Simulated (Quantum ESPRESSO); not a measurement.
pw.x input (Quantum ESPRESSO 7.5; PBEsol, PseudoDojo standard norm-conserving files, fully relativistic):

```
&CONTROL
  calculation = 'scf'
  pseudo_dir = './pseudo'
  outdir = './out'
  tprnfor = .true.
  tstress = .true.
/
&SYSTEM
  ibrav = 0
  nat = 2
  ntyp = 2
  ecutwfc = 58.0
  ecutrho = 232.0
  occupations = 'smearing'
  smearing = 'fd'
  degauss = 0.002
  nbnd = 20
  noncolin = .true.
  lspinorb = .true.
/
&ELECTRONS
  conv_thr = 2e-10
/
ATOMIC_SPECIES
Cl 35.4500 Cl.upf
Rb 85.4678 Rb.upf
CELL_PARAMETERS angstrom
  0.000000000000   3.270431712000   3.270431712000
  3.270431712000   0.000000000000   3.270431712000
  3.270431712000   3.270431712000   0.000000000000
ATOMIC_POSITIONS crystal
Cl   0.500000000000   0.500000000000   0.500000000000
Rb   0.000000000000   0.000000000000   0.000000000000
K_POINTS automatic
8 8 8 0 0 0
```

End of the output:

```
     total energy              =     -87.09192487 Ry
     estimated scf accuracy    <       0.00000059 Ry
     total energy              =     -87.09192500 Ry
     estimated scf accuracy    <          5.5E-10 Ry
     total energy              =     -87.09192500 Ry
     estimated scf accuracy    <          7.2E-10 Ry
[...]
     the Fermi energy is     1.7619 ev
!    total energy              =     -87.09192500 Ry
     estimated scf accuracy    <          9.9E-11 Ry
     smearing contrib. (-TS)   =      -0.00000000 Ry
     internal energy E=F+TS    =     -87.09192500 Ry
     The total energy is F=E-TS. E is the sum of the following terms:
     one-electron contribution =     -20.33924609 Ry
     hartree contribution      =      15.55863764 Ry
     xc contribution           =     -22.98184410 Ry
     ewald contribution        =     -59.32947245 Ry
     convergence has been achieved in   9 iterations
     Forces acting on atoms (cartesian axes, Ry/au):
     atom    1 type  1   force =     0.00000000    0.00000000    0.00000000
     atom    2 type  2   force =     0.00000000    0.00000000   -0.00000000
     Total force =     0.000000     Total SCF correction =     0.000000
     Computing stress (Cartesian axis) and pressure
          total   stress  (Ry/bohr**3)                   (kbar)     P=        0.12
   0.00000081  -0.00000000  -0.00000000            0.12       -0.00       -0.00
  -0.00000000   0.00000081  -0.00000000           -0.00        0.12       -0.00
  -0.00000000  -0.00000000   0.00000081           -0.00       -0.00        0.12
```
In a gapped system the printed Fermi energy is only some level inside the gap.

Geometry relaxed with PBEsol.
